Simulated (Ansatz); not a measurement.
One starting cell of Mg (a generated cell, Mg built in the hcp structure type) was relaxed twice with Ansatz (plane waves, PAW, scalar-relativistic): with PBEsol at 420 eV and with PBE at 420 eV. The PBEsol result:

Space group P6₃/mmc (No. 194); a = b = 3.166 Å, c = 5.190 Å, α = β = 90.00°, γ = 120.00°

```tsv
atom	site	symmetry	x	y	z
Mg	2d	-6m2	0.6667	0.3333	0.2500
```

```csv
quantity,PBEsol,PBE
space group,P6₃/mmc,P6₃/mmc
volume (Å³/atom),22.53,(withheld)
a (Å),3.166,(withheld)
c (Å),5.190,(withheld)
"gap (eV, no spin-orbit coupling)",0.00,(withheld)
pressure at 150 % of the level's own volume (GPa),-6.4,(withheld)
```

Q: Fill in the PBE column.

A: 
- volume (Å³/atom), PBE: 22.96
- a (Å), PBE: 3.186
- c (Å), PBE: 5.224
- gap (eV, no spin-orbit coupling), PBE: 0.00
- pressure at 150 % of the level's own volume (GPa), PBE: -6.1

Both levels end in the same structure; PBE's volume is 1.9 % larger. Neither column is exact.

No spin polarisation in the result.

The run could not lose the symmetry of its start.

All atoms sit on sites fixed by symmetry, so only the cell could relax.

Ansatz is a first-principles code.
